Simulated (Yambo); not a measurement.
```
CELL_PARAMETERS angstrom
      1.49426     0.86271     4.38926
     -1.49426     0.86271     4.38926
      0.00000    -1.72542     4.38926
ATOMIC_POSITIONS crystal
  H  0.50000 0.50000 0.50000
  Li 0.00000 0.00000 0.00000
  F  0.41347 0.41347 0.41347
  F  0.58653 0.58653 0.58653
```

Response from Yambo on norm-conserving PBEsol (Quantum ESPRESSO, 84 Ry, scalar-relativistic) bands: 16×16×16 mesh, 27 bands, 4 Ry local-field block, 0.2 eV broadening.

Task: Give the static electronic dielectric constant without and with local fields along each axis.

Result: 
```csv
field along,"ε(0), independent particles","ε(0), RPA with local fields",refractive index √ε
x,1.82,1.76,1.33
z,2.13,2.06,1.43
```
Electronic (clamped-ion) response only. PBEsol gaps are usually too small, which raises these values. Convergence of the RPA response with its 16×16×16 mesh was not tested. x, y and z are Cartesian axes of the cell as given.

Geometry relaxed with PBE+D3(BJ).

The structure is a Materials Project entry; no match was found in the copy of COD used, and its stability was not checked.
